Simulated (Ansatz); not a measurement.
Input:

NbCuN2:
```cif
data_Cu3N6Nb3
_chemical_formula_sum 'Nb3 Cu3 N6'
_space_group_name_H-M_alt 'R-3m :H'
_space_group_IT_number 166
_space_group_name_Hall '-R 3 2"'
_cell_length_a 3.15355
_cell_length_b 3.15355
_cell_length_c 17.48524
_cell_angle_alpha 90.000
_cell_angle_beta 90.000
_cell_angle_gamma 120.000
loop_
_atom_site_label
_atom_site_type_symbol
_atom_site_symmetry_multiplicity
_atom_site_Wyckoff_symbol
_atom_site_fract_x
_atom_site_fract_y
_atom_site_fract_z
_atom_site_occupancy
Nb1 Nb 3 b 0.00000 0.00000 0.50000 1
Cu1 Cu 3 a 0.00000 0.00000 0.00000 1
N1 N 6 c 0.00000 0.00000 0.10572 1
```
(The calculation used a cell of 4 atoms; values per cell refer to that cell.)

This is the PBE-relaxed structure.

Question: All from the program Ansatz at the PBE level (PAW), unless another level is named. Estimate the smallest direct gap on the standard path.

Answer: 0.64 eV.

Question: Give the formation energy from the elements (no fitted shifts).

Answer: -0.41 eV/atom.

Question: Give the electron effective mass.

Answer: 0.15, 0.34, 1.1 mₑ (principal values).

Question: Next, the band gap?

Answer: 0.24 eV (indirect).

Question: Give the valence-band maximum.

Answer: at T.

Question: And the conduction-band minimum?

Answer: at L (3 equivalent valleys).

The start of the workflow was typed in or built on a structure type; neither database checked (COD, Materials Project) lists it. Whether it is the stable phase at ambient conditions was not checked. Symmetry was held in the PBE relaxation; whether a distortion lowers the energy is not shown. The workflow began spin-polarised and lost its moments. The references are the lowest solids computed at this level, not always the standard phases (solids in place of the gases). Scalar-relativistic: spin–orbit coupling is off unless named, which matters more the heavier the elements.

Potentials: the later of the program's two PAW sets.
